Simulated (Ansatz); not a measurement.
Data sheet: AlSiCN (DFT)

AlSiCN:
```xyz
4
Lattice="1.5674 0.9049 5.1033 -1.5674 0.9049 5.1033 0.0000 -1.8099 5.1033" Properties=species:S:1:pos:R:3 pbc="T T T"
Al     0.0000     0.0000    15.2295
N      0.0000     0.0000     1.9466
Si     0.0000     0.0000     7.7618
C      0.0000     0.0000     9.5100
```

Space group R3m (No. 160); conventional cell a = b = 3.135 Å, c = 15.310 Å, α = β = 90.00°, γ = 120.00°.

Method: plane-wave PAW PBE (Ansatz code). Geometry: relaxed at this level of theory. Other levels are named where they apply.

**Cell and energy**

| Property | Value |
|---|---|
| Volume per atom | 10.86 Å³ |
| Density | 3.10 g/cm³ |
| Formation energy from the elements (no fitted shifts) | -0.32 eV/atom |

**Electronic structure**

| Item | Result |
|---|---|
| Band gap | 0.07 eV (indirect) |
| Valence-band maximum | at Γ |
| Conduction-band minimum | at F (3 equivalent valleys) |
| Smallest direct gap on the standard path | 0.38 eV |
| Electron effective mass | 0.22, 0.35, 0.49 mₑ (principal values) |
| Hole effective mass, band 1 of 2 at the edge | 1.3 along x, 4.8 along z (mₑ) |
| Hole effective mass, band 2 of 2 at the edge | 0.21 along x, 4.8 along z (mₑ) |

**Mechanics**

| Item | Result |
|---|---|
| Bulk modulus (Birch–Murnaghan fit) | 176 GPa |
| Pressure derivative B′ | 4.2 |

The start of the workflow was typed in or built on a structure type; neither database checked (COD, Materials Project) lists it. Its standing as an ambient phase is unchecked. The PBE relaxation kept the symmetry of its start; its stability against distortions is not shown here. The references are the lowest solids computed at this level, not always the standard phases (solids in place of the gases).

Potentials: the earlier of the program's two PAW sets.
